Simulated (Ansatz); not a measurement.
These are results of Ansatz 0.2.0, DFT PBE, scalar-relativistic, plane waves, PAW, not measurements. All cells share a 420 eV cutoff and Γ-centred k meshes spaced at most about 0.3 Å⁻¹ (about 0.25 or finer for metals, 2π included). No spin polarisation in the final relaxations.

All energies are static (0 K, no zero-point motion). All come from trial cells, and lower structures may exist.

Question: Which of these relaxed structures of B3C2Br is the lowest in energy?
1.

```xyz
6
Lattice="3.4479 0.0000 0.0000 0.0000 3.4479 0.0000 0.0000 0.0000 7.2350" Properties=species:S:1:pos:R:3 pbc="T T T"
B     0.0000    0.0000    3.9814
B     1.7240    1.7240    5.1435
B     0.0000    0.0000    5.5898
C     1.7240    0.0000    5.2202
C     0.0000    1.7240    5.2202
Br    0.0000    0.0000    2.1197
```

2.

```xyz
6
Lattice="-1.5658 1.5658 5.1401 1.5658 -1.5658 5.1401 1.5658 1.5658 -5.1401" Properties=species:S:1:pos:R:3 pbc="T T T"
B     0.0000    1.5658    2.5701
B     0.0000    0.0000    5.1401
B     1.5658    0.0000    2.5701
C     0.0000    0.0000    6.8555
C     0.0000    0.0000    3.4247
Br    0.0000    0.0000    0.0000
```

3.

```xyz
6
Lattice="2.7397 0.0000 0.0000 -1.3699 2.3727 0.0000 0.0000 0.0000 11.5540" Properties=species:S:1:pos:R:3 pbc="T T T"
B     1.3699    0.7909    4.2291
B     0.0000    1.5818    7.3250
B     0.0000    0.0000    5.7770
C     1.3699    0.7909    7.2711
C     0.0000    1.5818    4.2829
Br    0.0000    0.0000    0.0000
```

Answer: 3. It has space group P-3m1 (No. 164); the next, 2, with space group I4/mmm (No. 139), lies 23 meV/atom higher. Counting B or C atoms around Br (for each partner element, those within 1.25 times its shortest distance or 1.15 times the sum of covalent radii, where it is the nearest in units of that sum or under 1.3; a plus sign parts groups by distance over the sum of covalent radii; the shortest distance is added where it exceeds 1.18 times the sum of covalent radii), the lowest has Br 6+6 from 4.5 Å and the next has Br 4. Even the lowest lies +0.85 eV/atom against the elements.

No dispersion correction is applied, so the spacing and binding between layers, chains or molecules are poorly described (P-3m1, P4mm), and this can change margins and order among such cells. A magnetic state wasn't ruled out in cells without spin, among them P4mm. Cells relaxed within their symmetry can be saddle points. Some candidate types were left out of the draw beforehand, so a known form may be missing.
